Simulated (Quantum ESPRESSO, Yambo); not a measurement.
Quasiparticle gap of NaCl at -3 % isotropic strain

```
CELL_PARAMETERS angstrom
      0.00000     2.71772     2.71772
      2.71772     0.00000     2.71772
      2.71772     2.71772     0.00000
ATOMIC_POSITIONS crystal
  Na 0.00000 0.00000 0.00000
  Cl 0.50000 0.50000 0.50000
```

The PBEsol cell relaxed from Materials Project entry mp-22862 was given an isotropic strain of -3 % on all lattice vectors, and the atoms were relaxed again.

Starting point: PBEsol (pw.x of Quantum ESPRESSO, ONCV potentials, scalar-relativistic). G0W0 in Yambo: 4×4×4 Γ-centred k mesh, bands 2 to 98 and a 10 Ry block in the screening, 98 bands in G with the Bruneval-Gonze terminator, plasmon pole fitted at 27.2 eV.

```yaml
PBEsol gap along the band path: 5.38 eV
PBEsol gap between the mesh's edge points (Γ → Γ): 5.38 eV
G0W0 gap between the same points: 8.50 eV
```

| k point | band | E PBEsol (eV) | E QP (eV) | shift (eV) | Z |
|---|---|---|---|---|---|
| Γ | VB | 0.00 | -2.21 | -2.21 | 0.82 |
| Γ | CB | 5.38 | 6.29 | 0.92 | 0.86 |
| L | VB | -0.34 | -2.58 | -2.24 | 0.81 |
| L | CB | 7.24 | 8.29 | 1.05 | 0.86 |
| W | VB | -0.93 | -3.21 | -2.28 | 0.82 |
| W | CB | 9.15 | 10.44 | 1.29 | 0.86 |

Energies count from the PBEsol valence-band maximum.

Convergence of the G0W0 settings was not tested.
